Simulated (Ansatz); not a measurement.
## Elastic constants of SrCd (Pm-3m), step by step

```
Sr Cd
1.0
     3.97994    0.00000    0.00000
     0.00000    3.97994    0.00000
     0.00000    0.00000    3.97994
Sr Cd
1 1
Cartesian
  1.9900 1.9900 1.9900
  0.0000 0.0000 0.0000
```

Level of theory, where no other is named: PBEsol, all-electron LAPW in Ansatz 0.2.0, scalar-relativistic. k mesh 10×10×10, Fermi-Dirac smearing of 0.050 eV, basis error target 0.5 meV/atom. The cell was relaxed by PAW under this functional.

The cell is cubic and carries a residual pressure of 0.00 GPa at this level. Each strain component that symmetry leaves independent is applied at ±0.005 and ±0.01, the ions relax wherever a strain frees them, and the stress (tension positive, GPa) is read. Shears are engineering strains, γ = 2ε.

| strain | size | σxx | σyy | σzz | σyz | σxz | σxy |
| --- | --- | --- | --- | --- | --- | --- | --- |
| xx | -0.01 | -0.4733 | -0.1931 | -0.1931 | 0.0000 | 0.0000 | 0.0000 |
| xx | -0.005 | -0.2369 | -0.0966 | -0.0966 | 0.0000 | 0.0000 | 0.0000 |
| xx | +0.005 | 0.2275 | 0.0862 | 0.0862 | 0.0000 | 0.0000 | 0.0000 |
| xx | +0.01 | 0.4557 | 0.1729 | 0.1729 | 0.0000 | 0.0000 | 0.0000 |
| yz | -0.01 | -0.0080 | -0.0062 | -0.0062 | -0.2222 | 0.0000 | 0.0000 |
| yz | -0.005 | -0.0046 | -0.0042 | -0.0042 | -0.1109 | 0.0000 | 0.0000 |
| yz | +0.005 | -0.0046 | -0.0042 | -0.0042 | 0.1109 | 0.0000 | 0.0000 |
| yz | +0.01 | -0.0080 | -0.0062 | -0.0062 | 0.2222 | 0.0000 | 0.0000 |

The slope is [8(σ(+δ) − σ(−δ)) − (σ(+2δ) − σ(−2δ))]/(12δ), and the program imposes the crystal's symmetry on the matrix.

(1) What are the independent elastic constants?

(2) Do they meet the Born conditions?

(3) What moduli does a random aggregate of grains have?

(4) With the density of 5.269 g/cm³, how fast does sound travel, and what Debye temperature follows?

(5) How far do the constants move if PAW replaces LAPW in the same cell?

## Answers

(1) C11 = 46.4, C12 = 18.3, C44 = 22.2 GPa.

(2) C11 − C12 = 28.1, C11 + 2C12 = 83.0 and C44 = 22.2 GPa must all be positive, so the crystal is elastically stable; that says nothing yet of its phonons.

(3) B = (C11 + 2C12)/3 = 27.7 GPa. G_V = (C11 − C12 + 3C44)/5 = 18.9 and G_R = 5(C11 − C12)C44/(4C44 + 3(C11 − C12)) = 18.0, so G_H = 18.5 GPa. Then E = 9BG/(3B + G) = 45.3 GPa, ν = (3B − 2G)/(6B + 2G) = 0.227 and B/G = 1.50, on the brittle side of Pugh's 1.75 (a rule of thumb).

(4) 

```tsv
direction	slow (m/s)	middle (m/s)	fast (m/s)
[100]	2051	2051	2969
[110]	1634	2051	3217
[111]	1784	1784	3296
```

The mean of v⁻³ over directions and branches gives v_m = 2065 m/s and θ_D = (ħ/k_B) v_m (6π²n)^(1/3) = 195 K, n being atoms per volume. Young's modulus spans 36 to 52 GPa over directions, and the universal anisotropy index is 0.25.

(5) 

```csv
constant,LAPW (GPa),PAW (GPa),difference
C11,46.4,46.4,0.0
C12,18.3,18.3,0.0
C44,22.2,22.2,0.0
```

Caveats: responses of metals move with mesh and smearing; the frozen-core PAW files of the compared runs were fitted under PBE, their cores solved anew for this functional.
